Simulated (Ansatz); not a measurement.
All-electron LAPW in Ansatz 0.2.0 under PBEsol, scalar-relativistic, energies extrapolated to zero smearing. Slabs are 1×1 cells cut from bulk crystals relaxed on PAW files, with atoms then relaxed, 16 to 20 Å of vacuum, a dipole correction, k spacings of 0.16 to 0.26 Å⁻¹ and smearing of 0.02 to 0.1 eV, without spin–orbit coupling or spin polarisation. The bulk type named needn't be the stable one, and no reconstruction is allowed.

| slab | area (Å²) | γ (J/m²) | Φ (eV) | Δd12 (%) |
| --- | --- | --- | --- | --- |
| hcp Zn (0001), 3 layers | 5.81 | ? | 4.41 | -3.3 |
| hcp Zn (10-10), 6 layers | 12.73 | 0.78 | 4.41 | -100.6 |
| hcp Zn (0001), 4 layers | 5.81 | 0.46 | 4.19 | -2.3 |
| hcp Zn (10-10), 2 layers | 12.73 | 0.75 | 4.02 | ? |

(1) Fill in "Δd12 (%)" for the row "hcp Zn (10-10), 2 layers".

(2) Give the missing entry: row "hcp Zn (0001), 3 layers", column "γ (J/m²)".

Results:

(1) -98.8.

(2) 0.49.
